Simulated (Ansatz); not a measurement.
The cell is MgH₂ in the rutile structure; cell and atoms were relaxed with r2SCAN. It is tetragonal, P4_2/mnm (No. 136); a = 4.485 Å, c = 2.996 Å in the conventional setting, 10.05 Å³ an atom. Mg is surrounded by 6 H at 1.93–1.94 Å; H is surrounded by 3 Mg at 1.93–1.94 Å.

```xyz
6
Lattice="4.4849 0.0000 0.0000 0.0000 4.4849 0.0000 0.0000 0.0000 2.9965" Properties=species:S:1:pos:R:3 pbc="T T T"
Mg    0.0000    0.0000    0.0000
Mg    2.2424    2.2424    1.4982
H     1.3665    1.3665    0.0000
H     0.8760    3.6089    1.4982
H     3.6089    0.8760    1.4982
H     3.1184    3.1184    0.0000
```

3 runs of Ansatz 0.2.0 on this cell differ in the functional (and in the settings that go with it). Levels are in eV from each run's valence top; v1 is the last filled band, c1 the first empty one.

Run A, mean stress +0.1 GPa (compression positive):
```tsv
point	v2	v1	c1	c2
Γ	-1.61	-0.42	5.73	6.26
X	-0.57	-0.57	6.50	6.50
M	-3.01	-3.01	10.55	10.55
```

Run B, mean stress 0.0 GPa (compression positive):
```tsv
point	v2	v1	c1	c2
Γ	-1.47	-0.40	5.24	5.74
X	-0.52	-0.52	6.00	6.00
M	-2.76	-2.76	9.85	9.85
```

Run C, mean stress +0.1 GPa (compression positive):
```tsv
point	v2	v1	c1	c2
Γ	-1.64	-0.44	6.44	7.01
X	-0.58	-0.58	7.23	7.23
M	-3.07	-3.07	11.31	11.31
```

Q: Match the runs to r2SCAN, HSE06, PBE0.

A: A is HSE06, B is r2SCAN, C is PBE0. In order of the gap: r2SCAN 4.38, HSE06 4.84, PBE0 5.57 eV.

The values are computed, spin-unpolarised, and not measurements.

The stress of a hybrid is loosely converged in these runs.

The meshes of the hybrids are coarse, so their gaps aren't converged to the digits shown.
